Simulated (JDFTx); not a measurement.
Ru(0001) slab cut from bulk Ru (space group P6_3/mmc, indices of the conventional cell, lattice of the Materials Project entry mp-33, not re-optimised): 9 atoms in 3 planes, a (√3×√3)R30° cell of 19.05 Å² (|a| = 4.690, |b| = 4.690 Å), 4.2 Å between the outermost planes, cell height 23.3 Å, 6×6×1 k mesh, Fermi smearing 0.01 Ha, no spin polarisation.

Adsorbate: C on both faces at 0.33 monolayer, started hollow and relaxed in vacuum, keeping the symmetry of the start.

Level of theory: PBE-D3(BJ), GBRV ultrasoft potentials, plane waves to 20/100 Ha; code: JDFTx (a modified build). The adsorption energy per C is [E(slab + 2 C) − E(slab)]/2 − (E(CH4) − 2 E(H2)), with the gas molecules relaxed at the same level and slab energies taken as (E + F)/2, the usual estimate of zero smearing. In reaction energies these potentials put H₂ about 0.03 eV too high against large-basis PBE. Energies are static: no zero-point or thermal terms. Reconstruction of the substrate beyond this cell is outside the model.

### Question
Predict the adsorption energy and the geometry, and the change of the work function.

### Answer
2.27 eV. C sits 1.11 Å above the highest substrate atom, bound to 3 Ru at 1.93 Å. The work function goes from 5.00 to 5.59 eV. In CANDLE, water, 1 M KCl, at zero charge, the adsorption energy is 2.28 eV and the potential of zero charge moves from 0.23 to 0.90 V vs SHE (4.44 V convention).
